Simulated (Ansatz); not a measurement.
A geometry of MoS$_{2}$ away from equilibrium: step 2 of the relaxation of a relaxed MoS2 cell with every coordinate shifted by Gaussian noise of σ = 0.3 Å. All values below come from r2SCAN (plane waves to 500 eV, PAW, scalar-relativistic; Ansatz, a quantum-chemistry and plane-wave program). Γ-centred k-mesh 8×8×8 on the run's cell (coarser than for final values), Fermi–Dirac smearing 0.05 eV.

```xyz
3
Lattice="1.5290 0.9181 6.5087 -1.6806 0.9292 6.5443 -0.0663 -1.8481 6.5267" Properties=species:S:1:pos:R:3 pbc="T T T"
Mo    -0.1837     0.2995    19.8287
S      0.1711     0.1333    14.8996
S     -0.0080    -0.1105    11.5781
```

Problem. Give the Cartesian forces on all atoms (eV/Å).

Solution. 
| atom | Fx | Fy | Fz |
|---|---|---|---|
| Mo1 | 2.69 | -3.71 | -1.28 |
| S2 | -2.10 | 1.74 | -0.13 |
| S3 | -0.59 | 1.97 | 1.41 |

Problem. What is the pressure?

Solution. -3.9 GPa, compression positive.

Problem. How far above the relaxed end point is this geometry?

Solution. 0.41 eV/atom; the path ends in R3m (No. 160).

No spin polarisation in the result. Without a van der Waals term the distances between weakly bound units are poorly fixed.
